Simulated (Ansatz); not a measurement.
A relaxed cell of Zr₃TiN₄ is given with its symmetry left out. The cell was found from a structure generator's guess, not taken from experiment.

Computed with DFT PBE, scalar-relativistic, plane waves, PAW in Ansatz. Cutoff 420 eV, Γ-centred mesh, Gaussian smearing, no spin polarisation.

```cif
data_structure
_symmetry_space_group_name_H-M 'P 1'
_symmetry_Int_Tables_number 1
_cell_length_a 5.5310
_cell_length_b 5.5310
_cell_length_c 3.2012
_cell_angle_alpha 90.000
_cell_angle_beta 90.000
_cell_angle_gamma 109.491
_cell_volume 92.32
loop_
_atom_site_label
_atom_site_type_symbol
_atom_site_fract_x
_atom_site_fract_y
_atom_site_fract_z
_atom_site_occupancy
Zr1 Zr 0.50000 0.00000 0.00000 1
Zr2 Zr 0.50000 0.50000 0.50000 1
Zr3 Zr 0.00000 0.50000 0.00000 1
Ti1 Ti 0.00000 0.00000 0.50000 1
N1 N 0.76006 0.76006 0.00000 1
N2 N 0.75514 0.24486 0.50000 1
N3 N 0.24486 0.75514 0.50000 1
N4 N 0.23994 0.23994 0.00000 1
```

The zero of energy is the elements' standard structures at the same level (N₂ as a molecule); no fitted shifts are applied.

Task: Find its symmetry and describe it.

Result: Cmmm (No. 65), with Zr and Ti ordered on rock salt sites. Conventional cell: a = 6.385 Å, b = 9.033 Å, c = 3.201 Å. Around Zr on a site of symmetry 2/m lie 6 N at 2.26 Å, 8 Zr at 3.19–3.20 Å and 4 Ti at 3.20 Å; Zr on a site of symmetry mmm is surrounded by 6 N at 2.30–2.31 Å, 2 Ti at 3.19 Å and 10 Zr at 3.20 Å; around Ti lie 6 N at 2.21–2.22 Å, 10 Zr at 3.19–3.20 Å and 2 Ti at 3.20 Å; N on a site of symmetry 2mm has 2 Ti at 2.22 Å and 4 Zr at 2.26–2.31 Å; 1 more site not described.

Task: How far does it lie from the elements in energy?

Result: −1.69 eV/atom. Whether it is stable depends on the other phases of the system, which aren't compared here.

Task: Is it a metal?

Result: Yes, bands cross the Fermi level on the 8×8×12 mesh.

The last run used an 8×8×12 mesh (in the run's order of axes) for its 8-atom cell and Gaussian smearing of 0.10 eV. A later test with randomly moved atoms came back to the same energy, though modes that don't fit the test's cell weren't probed.
